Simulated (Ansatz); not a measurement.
SrTiO3:
```xyz
5
Lattice="3.8911 0.0000 0.0000 0.0000 3.8911 0.0000 0.0000 0.0000 3.8911" Properties=species:S:1:pos:R:3 pbc="T T T"
Sr     0.0000     0.0000     0.0000
Ti     1.9455     1.9455     1.9455
O      0.0000     1.9455     1.9455
O      1.9455     1.9455     0.0000
O      1.9455     0.0000     1.9455
```

Relaxed with PBEsol. Special points in fractions of this cell's reciprocal vectors: Γ (0.000, 0.000, 0.000); X (0.000, 0.500, 0.000); M (0.500, 0.500, 0.000); R (0.500, 0.500, 0.500).

**Question.** List the band energies nearest the valence-band maximum at these points for the program Ansatz at the PBEsol level (PAW).

**Answer.** In eV from the valence-band maximum; about four levels below and three above (degenerate sets whole), none deeper than 8.9 eV; points with the same levels are listed once.

```
k                                below           above
-  -----------------------------------  --------------
Γ  -1.21 -1.21 -1.21 -0.34 -0.34 -0.34  1.85 1.85 1.85
X        -2.41 -2.41 -2.05 -0.73 -0.73  2.03 3.86 3.86
M              -1.72 -1.59 -1.59 -0.09  3.87 3.87 4.33
R     -3.80 -3.80 -3.80 0.00 0.00 0.00  4.56 4.56 4.56
```

Space group Pm-3m (cubic perovskite). The cell was relaxed with PBEsol under the symmetry of its start. No spin polarisation was allowed. Spin–orbit coupling is left out wherever it is not named.

Potentials: the later of the program's two PAW sets.
